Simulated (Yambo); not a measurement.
# Bethe-Salpeter results for Mg2FeH6

```xyz
9
Lattice="0.0000 3.1775 3.1775 3.1775 0.0000 3.1775 3.1775 3.1775 0.0000" Properties=species:S:1:pos:R:3 pbc="T T T"
H      3.1775     4.8110     3.1775
H      3.1775     1.5441     3.1775
H      1.5441     3.1775     3.1775
H      4.8110     3.1775     3.1775
H      3.1775     3.1775     4.8110
H      3.1775     3.1775     1.5441
Mg     1.5888     1.5888     1.5888
Mg     4.7663     4.7663     4.7663
Fe     0.0000     0.0000     0.0000
```

The geometry is that of Materials Project entry mp-23804, symmetrised and not relaxed again.

BSE in Yambo on norm-conserving PBEsol (Quantum ESPRESSO, 90 Ry, without SOC) bands: 8×8×8 mesh, 6 valence and 3 conduction bands, static screening with 43 bands and a 3 Ry block, scissor 1.10 eV, Tamm-Dancoff; field along x.

```json
[
 {"state": "1", "energy (eV)": "2.29", "states within 2 meV": "3", "relative strength": "0.01", "class": "dark", "main transitions": "several band pairs"},
 {"state": "2", "energy (eV)": "2.57", "states within 2 meV": "3", "relative strength": "0.05", "class": "dark", "main transitions": "several band pairs"},
 {"state": "3", "energy (eV)": "2.69", "states within 2 meV": "3", "relative strength": "0.10", "class": "dark", "main transitions": "several band pairs"},
 {"state": "4", "energy (eV)": "2.74", "states within 2 meV": "3", "relative strength": "0.05", "class": "dark", "main transitions": "several band pairs"},
 {"state": "5", "energy (eV)": "2.77", "states within 2 meV": "6", "relative strength": "1.00", "class": "weak", "main transitions": "several band pairs"},
 {"state": "6", "energy (eV)": "2.84", "states within 2 meV": "3", "relative strength": "< 0.01", "class": "dark", "main transitions": "several band pairs"}
]
```

These are vertical excitations (zero momentum). The direct quasiparticle gap on this mesh is 2.86 eV; counted from there, state 1 is bound by 0.57 eV. Convergence with the mesh was not shown.

Spin singlets only. Strengths are relative to the strongest of the lowest states of this run; strong means a line over 3 % of the spectrum's maximum, dark under 0.03 %. Absolute energies carry the error of the G0W0 scissor, whose convergence isn't established.

The runs are not spin-polarised; magnetic order was not tried.
